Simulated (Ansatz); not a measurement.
CsI:
```
CELL_PARAMETERS angstrom
      4.66629     0.00000     0.00000
      0.00000     4.66629     0.00000
      0.00000     0.00000     4.66629
ATOMIC_POSITIONS crystal
  Cs 0.00000 0.00000 0.00000
  I  0.50000 0.50000 0.50000
```

Relaxed with PBE.

**Question.** Map the electron localisation function on the plane through (0.000, 0.000, 0.000) spanned by u = [1, 0, 0] and v = [0, 1, 1] in lattice vectors, from PBE (plane waves, PAW; program Ansatz).

**Answer.** x is the fraction of u, y of v (the angle between them is 90°; rows are the nearest grid lines); atoms in the plane: Cs at (0.00, 0.00), I at (0.50, 0.50).
```
y \ x   0.000  0.0870  0.174  0.261  0.348  0.435  0.565  0.652  0.739  0.826  0.913   1.00
------  -----  ------  -----  -----  -----  -----  -----  -----  -----  -----  -----  -----
1.00    0.000   0.232  0.877  0.844  0.404  0.017  0.017  0.404  0.844  0.877  0.232  0.000
0.909   0.702   0.835  0.892  0.725  0.153  0.011  0.011  0.153  0.725  0.892  0.835  0.702
0.848   0.893   0.880  0.762  0.273  0.031  0.030  0.030  0.031  0.273  0.762  0.880  0.893
0.758   0.305   0.174  0.048  0.063  0.314  0.606  0.606  0.314  0.063  0.048  0.174  0.305
0.697   0.020   0.024  0.107  0.510  0.758  0.788  0.788  0.758  0.510  0.107  0.024  0.020
0.606   0.025   0.153  0.643  0.784  0.671  0.585  0.585  0.671  0.784  0.643  0.153  0.025
0.545   0.032   0.232  0.720  0.732  0.588  0.242  0.242  0.588  0.732  0.720  0.232  0.032
0.455   0.032   0.232  0.720  0.732  0.588  0.242  0.242  0.588  0.732  0.720  0.232  0.032
0.394   0.025   0.153  0.643  0.784  0.671  0.585  0.585  0.671  0.784  0.643  0.153  0.025
0.303   0.020   0.024  0.107  0.510  0.758  0.788  0.788  0.758  0.510  0.107  0.024  0.020
0.242   0.305   0.174  0.048  0.063  0.314  0.606  0.606  0.314  0.063  0.048  0.174  0.305
0.152   0.893   0.880  0.762  0.273  0.031  0.030  0.030  0.031  0.273  0.762  0.880  0.893
0.0909  0.702   0.835  0.892  0.725  0.153  0.011  0.011  0.153  0.725  0.892  0.835  0.702
0.000   0.000   0.232  0.877  0.844  0.404  0.017  0.017  0.404  0.844  0.877  0.232  0.000
```

The density is the valence pseudo-density with augmentation charge, so density and ELF within about 1 Å of a nucleus are not all-electron values.

Space group Pm-3m (CsCl type). The PBE relaxation kept the symmetry of its start. Spin–orbit coupling is left out wherever it is not named.

Potentials: the later of the program's two PAW sets.
